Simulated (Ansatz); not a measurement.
Here is the system:

Ga:
```
Ga
1.0
    3.81132    -2.30809     0.00000
    3.81132     2.30809     0.00000
    0.00000     0.00000     4.55670
Ga
4
Cartesian
  5.05306  -1.53218   1.13917
  2.56958   1.53218   3.41752
  5.05306   1.53218   3.41752
  2.56958  -1.53218   1.13917
```

This is the r²SCAN-relaxed structure.

Q: All from plane-wave PAW r²SCAN (Ansatz code), unless another level is named. Estimate the density of states at the Fermi level.

A: 0.13 states/eV per atom (mean over ±0.08 eV).

Q: Give the gap with spin–orbit coupling.

A: none (metallic).

Space group Cmcm. The first step of the workflow began from a Materials Project structure, measured or hypothetical; the Crystallography Open Database files this formula in space group No. 63, but the cells were not matched. It is not the phase usual at ambient conditions (space group No. 64). The cell was relaxed with r²SCAN under the symmetry of its start; of distortions, only those at the zone centre were tested. Scalar-relativistic: spin–orbit coupling is off unless named, which matters more the heavier the elements.

Potentials: the earlier of the program's two PAW sets.
